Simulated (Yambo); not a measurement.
# SrTiO3: sweep of GW parameters

G0W0@PBEsol for SrTiO₃ (cubic perovskite, space group Pm-3m, No. 221) in Yambo. Reference settings: 4×4×4 Γ-centred k mesh, bands 2 to 118 and a 8 Ry block in the screening, 118 bands in G with the Bruneval-Gonze terminator, plasmon pole fitted at 27.2 eV. The PBEsol gap R → Γ on this mesh is 1.84 eV; G0W0 gaps are taken between the same points.

```
change from the reference     G0W0 gap R → Γ (eV)  shift of the valence edge (eV)  rough Yambo cost
----------------------------  -------------------  ------------------------------  ----------------
reference settings                           3.47                           -0.37                 1
47 bands in G                                3.43                           -0.36                 –
wavefunctions cut at 25 Ry                   3.57                           -0.31         about 1/3
no point-group symmetry                      3.47                           -0.38          about 4×
47 bands in G, no terminator                 3.52                            0.38                 –
no terminator                                3.57                           -0.15                 –
```

The reference isn't shown to be the converged limit. Costs are rough (shared machines), scaled to the same edge states, and given only for runs that recompute the screening.

The cell is held in this high symmetry; tilts and polar distortions were not searched.

Geometry of the Materials Project entry, not relaxed at this level; primitive cell a = b = c = 3.913 Å, α = β = γ = 90.00°.

A shift is the quasiparticle energy of the state minus its PBEsol energy.
